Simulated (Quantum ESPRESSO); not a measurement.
## Ti4O6FN (convergence and cost over cutoff and k mesh)

Simulated, not a measurement. The program is pw.x of Quantum ESPRESSO 7.5 (plane-wave density functional theory). The cell is made up: 12 atoms on a rutile lattice, with randomly drawn elements, strain and displacements, not relaxed. PseudoDojo standard norm-conserving files (v0.5 for PBE, v0.4.1 for LDA and PBEsol) set the functional; there is no spin polarisation, spin-orbit coupling or dispersion term, and the masses in the input are unused placeholders.

Input of the run in row 4:

```
&control calculation='scf', pseudo_dir='./dojo.nc.sr.pbe.v0_5.standard.upf', outdir='./o', disk_io='low', tprnfor=.true., tstress=.true. /
&system ibrav=0, nat=12, ntyp=4, nbnd=54, ecutwfc=84.00895049, nosym=.true., tot_charge=0,
 occupations='smearing', smearing='fd', degauss=0.0018374661
/
&electrons conv_thr=7.350e-09, electron_maxstep=60, /
ATOMIC_SPECIES
F 1.0 F.upf
N 1.0 N.upf
O 1.0 O.upf
Ti 1.0 Ti.upf
CELL_PARAMETERS angstrom
4.6533 0.0 0.0
0.0 4.6533 0.0
0.0 0.0 5.9442
ATOMIC_POSITIONS angstrom
Ti -0.0749 -0.0432 -0.0803
Ti 2.3065 2.3247 1.4878
Ti -0.0629 0.1143 2.9712
Ti 2.4085 2.2395 4.5077
O 1.3663 1.4415 -0.0245
O 3.3495 3.1749 -0.0594
O 3.7469 0.9455 1.507
O 0.892 3.7439 1.5055
O 1.5969 1.426 2.9995
O 3.1539 3.2785 2.9249
F 3.6123 0.8126 4.3302
N 0.8943 3.7447 4.5744
K_POINTS automatic
5 5 4 1 1 1
```

The same cell was run at these settings. Meshes are shifted by half a step, and differences are from the last row, which is itself not exact.

```
cutoff (eV)     k mesh  k points solved  threshold (eV)  free energy less the last row's (eV)  pressure (GPa)  largest stress difference (GPa)  largest force difference (eV/Å)  iterations  wall time (s)  k-point pools                  processor
        800  2 x 2 x 2                4           1e-04                                 1.600           -9.30                            14.90                            0.056          17             17              4  Intel Xeon, 2023 or later
       1143  1 x 1 x 1                1           1e-07                                 0.465            7.31                             4.89                            0.611          22             30              4  Intel Xeon, 2023 or later
        625  5 x 5 x 4               50           1e-07                                12.992          -64.60                            70.23                            0.414          21             82              4  Intel Xeon, 2023 or later
       1143  5 x 5 x 4               50           1e-07                                 0.003            5.32                             0.04                            0.001          23            230              4  Intel Xeon, 2023 or later
       1437  7 x 7 x 6              147           1e-07                                 0.000            5.36                             0.00                            0.000          23            949              4  Intel Xeon, 2023 or later
```

Each pool is one process. Wall times include start-up and a band step at six k points, which weighs most on the coarsest meshes. The runs were on shared virtual cores whose load varied, so times are rough.